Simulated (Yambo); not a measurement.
Quantum ESPRESSO input (LDA, PseudoDojo standard norm-conserving files, scalar-relativistic) whose wavefunctions are converted with p2y:

```
&CONTROL
  calculation = 'nscf'
  pseudo_dir = './pseudo'
  outdir = './out'
/
&SYSTEM
  ibrav = 0
  nat = 6
  ntyp = 3
  ecutwfc = 84.0
  ecutrho = 336.0
  occupations = 'fixed'
  force_symmorphic = .true.
  nbnd = 143
/
&ELECTRONS
  conv_thr = 6.000000000000001e-09
  diago_full_acc = .true.
  diago_thr_init = 1e-08
/
ATOMIC_SPECIES
H 1.0080 H.upf
N 14.0070 N.upf
Br 79.9040 Br.upf
CELL_PARAMETERS angstrom
  4.000100000000   0.000000000000   0.000000000000
  0.000000000000   4.000100000000   0.000000000000
  0.000000000000   0.000000000000   4.000100000000
ATOMIC_POSITIONS crystal
H   0.149210000000   0.149210000000   0.850790000000
H   0.149210000000   0.850790000000   0.149210000000
H   0.850790000000   0.850790000000   0.850790000000
H   0.850790000000   0.149210000000   0.149210000000
N   0.000000000000   0.000000000000   0.000000000000
Br   0.500000000000   0.500000000000   0.500000000000
K_POINTS automatic
2 2 2 0 0 0
```

Yambo's initialisation report on symmetry, reciprocal space, the k grid and the gaps on this mesh:

```
  [02.02] Symmetries
  ==================

  Inversion symmetry    : yes
  Spatial inversion     : no
  Inversion index       :  25
  K-space Time-reversal : yes
  Magnetic symmetries   : no
  Time-reversal derived K-space symmetries:   25   48
  Group table correct   : yes
  Symmetries units      :  [cc]

  [02.03] Reciprocal space
  ========================

  nG shells         :   408
  nG charge         :   45025
  nG WFs            :   6927
  nC WFs            :   5656
  G-vecs. in first 40 shells:  [ Number ]
     1    7   19   27   33   57   81   93  123
    147   171   179   203   251   257   305   341   365
    389   437   461   485   515   587   619   691   739
    751   799   847   895   925   949  1021  1045  1141
   1189  1213  1237  1309
  ...
  Shell energy in first 40 shells:  [ mHa ]
    0.00000      345.454      690.908      1036.36      1381.82      1727.27      2072.72      2763.63      3109.09
    3454.54      3799.99      4145.45      4490.90      4836.36      5527.27      5872.72      6218.17      6563.63
    6909.08      7254.54      7599.99      8290.90      8636.35      8981.81      9327.26      10018.2      10363.6
    11054.5      11400.0      11745.4      12090.9      12436.3      12781.8      13127.3      13818.2      14163.6
    14509.1      14854.5      15200.0      15545.4
  ...

  [02.04] K-grid lattice
  ======================

  Compatible Grid is   : 3D
  Base K vectors       :  K_min[ 1 ]  K_min[ 2 ]  K_min[ 3 ]
  K_min[ 1 ] :  0.000000 -0.500000  0.000000 [rlu]
  K_min[ 2 ] :  0.000000  0.000000 -0.500000 [rlu]
  K_min[ 3 ] : -0.500000  0.000000  0.000000 [rlu]
  Grid dimensions      :  2  2  2
  K lattice UC volume  :  0.071786 [a.u.]

  IBZ K-points                                      :   4
  BZ  K-points                                      :   8

  K/Q-points units:
  rlu = crystal or reduced units; cc = cartesian coordinates; iku = interal k-units

  K [1]          [rlu]:  0.000000  0.000000  0.000000
         WF components:   5575
  K [2]          [rlu]:  0.000000  0.000000 -0.500000
         WF components:   5622
  K [3]          [rlu]:  0.000000 -0.500000 -0.500000
         WF components:   5656
  K [4]          [rlu]: -0.500000 -0.500000 -0.500000
         WF components:   5616

  [02.05] Energies & Occupations
  ==============================

  [X] === General ===
  [X] Electronic Temperature                        :  0.000000  0.000000 [eV K]
  [X] Bosonic    Temperature                        :  0.000000  0.000000 [eV K]
  [X] Finite Temperature mode                       : no
  [X] El. density                                   :  0.24998E+24 [cm-3]
  [X] Fermi Level                                   :  0.882138 [eV]

  [X] === Gaps and Widths ===
  [X] Conduction Band Min                           :  3.938939 [eV]
  [X] Valence Band Max                              :  0.000000 [eV]
  [X] Filled Bands                                  :   8
  [X] Empty Bands                                   :    9  143
  [X] Direct Gap                                    :  4.018147 [eV]
  [X] Direct Gap localized at k                     :  1
  [X] Indirect Gap                                  :  3.938939 [eV]
  [X] Indirect Gap between kpts                     :  3  1
  [X] Last valence band width                       :  1.489501 [eV]
  [X] 1st conduction band width                     :  3.689227 [eV]
```
The gaps are LDA values on this mesh alone; only operations without fractional translations are kept.

Spin-orbit coupling is not included.

Geometry of the Materials Project entry, not relaxed at this level.
